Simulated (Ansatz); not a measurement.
La (hcp (Mg type), P6_3/mmc) at seven volumes, plane-wave PAW r²SCAN (Ansatz code), shape and atoms relaxed at each. One row is withheld.

| V (Å³/atom) | P (GPa) |
|---|---|
| 34.543 | 2.46 |
| 35.682 | 1.61 |
| 36.821 | 0.79 |
| 37.959 | 0.00 |
| 39.098 | -0.71 |
| 40.237 | ? |
| 41.376 | -1.93 |

### Question
Fit the shown pressures and predict the withheld one.

### Answer
Third-order Birch–Murnaghan: P = (3/2)B₀(x^(7/2) − x^(5/2))[1 + (3/4)(B′ − 4)(x − 1)] with x = (V₀/V)^(2/3). Least squares on the six rows gives V₀ = 37.978 Å³/atom, B₀ = 24.43 GPa, B′ = 1.60. At V = 40.237, x = 0.9622 and P = -1.34 GPa. The run itself gave -1.35 GPa.

The workflow started from an entry of the Crystallography Open Database (COD). Its sites differ from those of the usual phase in this space group: another stacking or structure type. The cell was relaxed with r²SCAN under the symmetry of its start; whether a distortion lowers the energy is not shown. Spin–orbit coupling is left out wherever it is not named.

Potentials: the earlier of the program's two PAW sets. The files were generated under PBE; for other functionals the program regenerates the frozen cores, and for LDA and PBEsol the local potential too.
